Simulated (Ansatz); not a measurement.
SnMo₂C:
```yaml
crystal:
  lattice:
    - [3.18443, 0.00000, 0.00000]
    - [-1.59221, 2.75780, 0.00000]
    - [0.00000, 0.00000, 13.41010]
  atoms:
    - { symbol: Sn, position: [0.33333, 0.66667, 0.75000] }
    - { symbol: Sn, position: [0.66667, 0.33333, 0.25000] }
    - { symbol: Mo, position: [0.33333, 0.66667, 0.08084] }
    - { symbol: Mo, position: [0.66667, 0.33333, 0.58084] }
    - { symbol: Mo, position: [0.66667, 0.33333, 0.91916] }
    - { symbol: Mo, position: [0.33333, 0.66667, 0.41916] }
    - { symbol: C, position: [0.00000, 0.00000, 0.00000] }
    - { symbol: C, position: [0.00000, 0.00000, 0.50000] }
```

Relaxed with r²SCAN. Special points in fractions of this cell's reciprocal vectors: Γ (0.000, 0.000, 0.000); M (0.500, 0.000, 0.000); K (0.333, 0.333, 0.000); A (0.000, 0.000, 0.500); L (0.500, 0.000, 0.500); H (0.333, 0.333, 0.500).

Problem. List the band energies nearest the Fermi level at these points for plane-wave PAW r²SCAN (Ansatz code).

Solution. In eV from the Fermi level; about four levels below and three above (degenerate sets whole), none deeper than 8.9 eV; points with the same levels are listed once.

```csv
k,below,above
Γ,-0.50 -0.50 -0.31 -0.31,1.09 1.09 1.12 1.12
M,-4.08 -3.21 -3.20 -0.12,0.11 0.44 0.50
K,-0.95 -0.95 -0.69 -0.08 -0.08,0.17 1.45 1.45
A,-0.41 -0.41 -0.41 -0.41,1.11 1.11 1.11 1.11
L,-4.09 -4.09 -3.20 -3.20,0.15 0.15 0.27 0.27
H,-1.81 -1.81 -1.16 -1.16,0.42 0.42 0.72 0.72
```

Space group P6_3/mmc. The start of the workflow was typed in or built on a structure type; neither database checked (COD, Materials Project) lists it. Its standing as an ambient phase is unchecked. Symmetry was held in the r²SCAN relaxation; its stability against distortions is not shown here. No spin polarisation was allowed. Spin–orbit coupling is left out wherever it is not named.

Potentials: the later of the program's two PAW sets.
